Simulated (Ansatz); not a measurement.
Starting cell, BN (space group P6_3/mmc):

```
CELL_PARAMETERS angstrom
      2.48795     0.00000     0.00000
     -1.24398     2.15463     0.00000
      0.00000     0.00000     6.53177
ATOMIC_POSITIONS crystal
  B  0.00000 0.00000 0.75000
  B  0.00000 0.00000 0.25000
  N  0.66667 0.33333 0.25000
  N  0.33333 0.66667 0.75000
```

The atoms are displaced by Q × the pattern below (from a DFPT mode at Γ, largest move 1; Q in Å), at fixed cell. It is one choice among 2 degenerate patterns.

```json
[
 {"atom": "B1", "x": "0.000", "y": "-1.000", "z": "0.000"},
 {"atom": "B2", "x": "0.000", "y": "1.000", "z": "0.000"},
 {"atom": "N3", "x": "0.000", "y": "-0.776", "z": "0.000"},
 {"atom": "N4", "x": "0.000", "y": "0.776", "z": "0.000"}
]
```

All values below come from LDA (plane waves to 420 eV, PAW, scalar-relativistic; Ansatz, a program for electronic structure). k mesh 15×15×5 (Γ-centred), Fermi-Dirac smearing 0.05 eV. E stands for the smeared free energy. BN was relaxed with its symmetry unable to fall. ΔE is measured from the undisplaced structure.

| Q (Å) | ΔE (eV/cell) |
|---|---|
| -0.100 | 1.658 |
| -0.067 | 0.689 |
| -0.033 | 0.162 |
| 0.000 | 0.000 |
| 0.033 | 0.143 |
| 0.067 | 0.535 |
| 0.100 | 1.119 |

Which DFPT wavenumber at Γ belongs to this mode?
A) 767 cm⁻¹
B) 40 cm⁻¹
C) 1391 cm⁻¹

C, 1391 cm⁻¹. The curvature of the scan gives 1391 cm⁻¹

(For displaced atoms, the force is minus the slope of the energy, and its curvature is a force constant, which sets phonon frequencies.)
